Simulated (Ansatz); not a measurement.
SrBr$_{2}$: pressure and gap against volume

A database entry relaxed whole under r2SCAN (Pnma):

```
CELL_PARAMETERS angstrom
11.38756 0.00000 0.00000
0.00000 4.74332 0.00000
0.00000 0.00000 7.81445
ATOMIC_POSITIONS crystal
Sr 0.83246 0.25000 0.13690
Sr 0.16754 0.75000 0.86310
Sr 0.66754 0.75000 0.63690
Sr 0.33246 0.25000 0.36310
Br 0.10962 0.25000 0.11736
Br 0.89038 0.75000 0.88264
Br 0.39038 0.75000 0.61736
Br 0.60962 0.25000 0.38264
Br 0.62591 0.25000 0.88029
Br 0.37409 0.75000 0.11971
Br 0.87409 0.75000 0.38029
Br 0.12591 0.25000 0.61971
```

The cell was scaled uniformly, its shape held, and the atoms relaxed at each volume with plane-wave PAW DFT (Ansatz 0.2.0; r2SCAN, 500 eV, 4×6×4 Γ-centred mesh, fermi-dirac occupations of width 0.020 eV; no spin, no spin-orbit coupling). One row is withheld.

```tsv
volume (Å³/atom)	energy over the lowest (meV/atom)	pressure (GPa)	gap over mesh and path (eV)
33.064	9.3	1.52	5.246
33.768	?	?	?
34.471	0.9	0.44	5.177
35.175	0.0	0.00	5.146
35.878	0.9	-0.39	5.116
36.582	3.3	-0.72	5.089
37.285	7.1	-0.99	5.066
```

Fit the pressures of the other rows to the third-order Birch-Murnaghan form.

With f = [(V₀/V)^(2/3) − 1]/2 and P = 3B₀f(1 + 2f)^(5/2)[1 + 3(B₀′ − 4)f/2], least squares gives V₀ = 35.16 Å³ an atom, B₀ = 20.4 GPa and B₀′ = 6.1; the rows miss the fit by less than 0.01 GPa. The slope of the energies differs from these pressures by less than 0.05 GPa.

How does the gap move with volume?

A parabola in ln(V/V₀) through the other rows has the slope dE_g/d ln V = -1.5 eV at V₀, so by B₀ the gap moves by +73 meV a GPa at this fixed shape: it widens under pressure.

What does the withheld row hold?

The fit gives 0.94 GPa at 33.768 Å³; the run gave 0.94 GPa and 3.9 meV an atom. Its gap is 5.211 eV, against 5.210 eV from the parabola.

Caveats: the shape of the cell was held, so B₀ is an upper bound where the axes differ in stiffness; 0 K, fixed nuclei; the symmetry was kept, and this need not be the phase that is stable at 0 K; one mesh for all volumes; r2SCAN gaps lie as a rule under measured ones; the slope of the gap can be off by tens of per cent, more where shallow d levels or spin-orbit coupling act on the edges; the relaxed cell lies far from the entry, by an error of the functional or of the entry; no spin-orbit coupling, which narrows gaps of heavier elements; pressure is positive in compression.
